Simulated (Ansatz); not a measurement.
# Kick test of a cell of La₂O

It was reached by relaxing an invented guess, and it needn't be the stable form of this composition.

Level of theory: DFT PBE, scalar-relativistic, plane waves, PAW in Ansatz 0.2.0. Plane waves to 420 eV, a k mesh through Γ of 10×10×8 on the computed 3-atom cell and Gaussian smearing (0.10 eV); no spin polarisation.

The cell below (3 atoms, space group P4/mmm (No. 123)) is relaxed within its symmetry.

```cif
data_structure
_symmetry_space_group_name_H-M 'P 1'
_symmetry_Int_Tables_number 1
_cell_length_a 3.6775
_cell_length_b 3.6775
_cell_length_c 5.1504
_cell_angle_alpha 90.000
_cell_angle_beta 90.000
_cell_angle_gamma 90.000
_cell_volume 69.66
loop_
_atom_site_label
_atom_site_type_symbol
_atom_site_fract_x
_atom_site_fract_y
_atom_site_fract_z
_atom_site_occupancy
La1 La 0.50000 0.50000 0.50000 1
La2 La 0.00000 0.00000 0.00000 1
O1 O 0.00000 0.00000 0.50000 1
```

For the test a repeat of it with 6 atoms (edges 3.68, 5.15, 7.36 Å) was strained at random (σ = 1.5 % a component), the atoms were moved at random (σ = 0.05 Å), and all was relaxed again on a coarse 6×4×4 mesh (in the run’s order of axes) with 0.20 eV smearing, with no symmetry imposed.

Problem. What happens?

Solution. It returns, within 1 meV/atom of the unmoved cell on that mesh and with the same symmetry when read at 0.1 Å (P2/m at 0.01 Å, so small strains and shifts remain). So it is stable against the distortions that fit this cell and that this random move excites. Modes that don't fit the cell aren't tested.
